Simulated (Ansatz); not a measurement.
# Structure relaxation, Mg

The start is a generated trial cell of Mg in the AFLOW prototype A_oP8_62_2c (A_c). The cell and all atomic positions are relaxed at zero pressure with r2SCAN (plane waves to 500 eV, PAW, scalar-relativistic; Ansatz, a first-principles code). First-step values are on the input's coarse k-mesh.

Ansatz input (later rounds restart from its end on a renewed k-mesh):
Ansatz 0.2 input:
```yaml
crystal:
  lattice:
    - [7.0999788, 0, 0]
    - [0, 5.032748, 0]
    - [0, 0, 5.2075036]
  atoms:
    - { symbol: Mg, position: [0.464, 0.25, 0.292] }
    - { symbol: Mg, position: [0.964, 0.25, 0.208] }
    - { symbol: Mg, position: [0.536, 0.75, 0.708] }
    - { symbol: Mg, position: [0.036, 0.75, 0.792] }
    - { symbol: Mg, position: [0.181, 0.25, 0.658] }
    - { symbol: Mg, position: [0.681, 0.25, 0.842] }
    - { symbol: Mg, position: [0.819, 0.75, 0.342] }
    - { symbol: Mg, position: [0.319, 0.75, 0.158] }
basis: { ecutwfc: 500, ecutrho_ratio: 4, xc_grid: 4, fft_grid_basis: typed }
kpoints: { mp_grid: { grid: [5, 7, 6] } }
hamiltonian:
  xc: r2scan
  dispersion: none
  pseudopotentials: { azcp: { folder: ./paw }, kind: paw }
scf: { occupations: { method: fermi_dirac, width: 0.05 } }
relax: { f_tol: 0.01, max_steps: 100, cell: { stress_tol: 0.02 } }
output: { forces: true, stress: true }
```

Problem. Which atoms feel the largest initial force, and how large is it?

Solution. 1.08 eV/Å, on Mg5, Mg6, Mg7, Mg8 (atoms numbered as listed).

Problem. Does the structure survive the relaxation? Give the final space group.

Solution. The space group goes from Pnma (No. 62) to I4/mmm (No. 139), with 1 atom in the primitive cell.

Problem. By how much does the energy per atom fall from start to end?

Solution. 0.31 eV/atom.

Problem. What band gap does the relaxed structure have at this level?

Solution. No gap (metallic).

Problem. Write out the relaxed structure.

Solution. 
Space group I4/mmm (No. 139); a = 3.592 Å, b = 3.592 Å, c = 3.496 Å, α = 90.00°, β = 90.00°, γ = 90.00°

```
atom  site  symmetry       x       y       z
----  ----  --------  ------  ------  ------
Mg      2b     4/mmm  0.0000  0.0000  0.5000
```
(The calculation used a cell of 1 atom; values per cell refer to that cell.)

Final values are on a 18×18×18 k-mesh of the relaxed cell. No spin polarisation in the result.

The run could not lower the symmetry of its start; a shaken copy of this end point relaxes with r2SCAN to P6₃/mmc (No. 194), 0.03 eV/atom lower.

The relaxed structure here is a generated cell of Mg: the first start was made by placing the elements on the sites of a structure type, and the end was not matched to a known phase here, so it may be hypothetical. Known forms of Mg include space group No. 194.
